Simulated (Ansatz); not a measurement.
BaZrO3 (cubic perovskite, Pm-3m), a = b = c = 4.1807 Å, α = β = γ = 90.00°.

Relaxed with PBEsol.

Problem. Which orbitals make up the states near the band edges in PBEsol in the plane-wave PAW code Ansatz?

Solution. Top 1 eV of the valence band: O 2p 94 %. Bottom 1 eV of the conduction band: Zr 4d 86 %, O 2p 6 %, outside the projected shells 8 %. Projections are on Löwdin-orthogonalised atomic valence shells; empty p or d shells of many metals are not among them.

Problem. Tabulate the density of states.

Solution. States/eV per cell of 5 atoms, in 0.25 eV bins, energy from the valence-band maximum.

```
E (eV)  total  O 2p  Zr 4d  Ba 6s
------  -----  ----  -----  -----
-7.85    0.00  0.00   0.00   0.00
-7.60    0.00  0.00   0.00   0.00
-7.35    0.00  0.00   0.00   0.00
-7.10    0.00  0.00   0.00   0.00
-6.85    0.00  0.00   0.00   0.00
-6.60    0.00  0.00   0.00   0.00
-6.35    0.00  0.00   0.00   0.00
-6.10    0.00  0.00   0.00   0.00
-5.85    0.00  0.00   0.00   0.00
-5.60    0.00  0.00   0.00   0.00
-5.35    0.00  0.00   0.00   0.00
-5.10    0.00  0.00   0.00   0.00
-4.85    0.00  0.00   0.00   0.00
-4.60    0.00  0.00   0.00   0.00
-4.35    0.00  0.00   0.00   0.00
-4.10    0.00  0.00   0.00   0.00
-3.85    0.22  0.14   0.07   0.00
-3.60    4.93  3.38   1.21   0.03
-3.35    3.54  2.49   0.72   0.06
-3.10    3.61  2.54   0.73   0.09
-2.85    3.42  2.51   0.61   0.06
-2.60    3.62  2.64   0.61   0.05
-2.35    7.78  5.73   1.47   0.03
-2.10    6.87  5.48   0.91   0.02
-1.85    5.16  4.32   0.47   0.01
-1.60    3.21  2.77   0.20   0.02
-1.35    3.76  3.35   0.09   0.06
-1.10    4.56  4.16   0.09   0.05
-0.85    6.73  6.24   0.13   0.02
-0.60    8.32  7.76   0.16   0.03
-0.35    4.31  4.13   0.04   0.01
-0.10    1.97  1.93   0.00   0.00
0.15     0.00  0.00   0.00   0.00
0.40     0.00  0.00   0.00   0.00
0.65     0.00  0.00   0.00   0.00
0.90     0.00  0.00   0.00   0.00
1.15     0.00  0.00   0.00   0.00
1.40     0.00  0.00   0.00   0.00
1.65     0.00  0.00   0.00   0.00
1.90     0.00  0.00   0.00   0.00
2.15     0.00  0.00   0.00   0.00
2.40     0.00  0.00   0.00   0.00
2.65     0.00  0.00   0.00   0.00
2.90     0.00  0.00   0.00   0.00
3.15     0.02  0.00   0.02   0.00
3.40     0.38  0.01   0.34   0.00
3.65     0.90  0.04   0.79   0.00
3.90     1.03  0.07   0.87   0.00
4.15     1.28  0.13   1.04   0.00
4.40     1.37  0.16   1.06   0.00
4.65     1.54  0.21   1.13   0.01
4.90     2.07  0.29   1.37   0.01
5.15     2.47  0.37   1.52   0.02
5.40     3.10  0.50   1.82   0.04
5.65     5.30  0.95   3.13   0.11
5.90     3.68  0.55   1.64   0.15
6.15     2.57  0.25   0.71   0.13
6.40     2.10  0.17   0.41   0.14
6.65     2.13  0.19   0.32   0.20
6.90     3.55  0.33   0.65   0.31
7.15     4.35  0.35   0.69   0.43
7.40     4.07  0.38   0.70   0.41
7.65     4.58  0.33   0.89   0.22
7.90     3.36  0.15   0.84   0.10
```

The PBEsol relaxation kept the symmetry of its start. No spin polarisation was allowed. Spin–orbit coupling is left out wherever it is not named.

Potentials: the later of the program's two PAW sets.
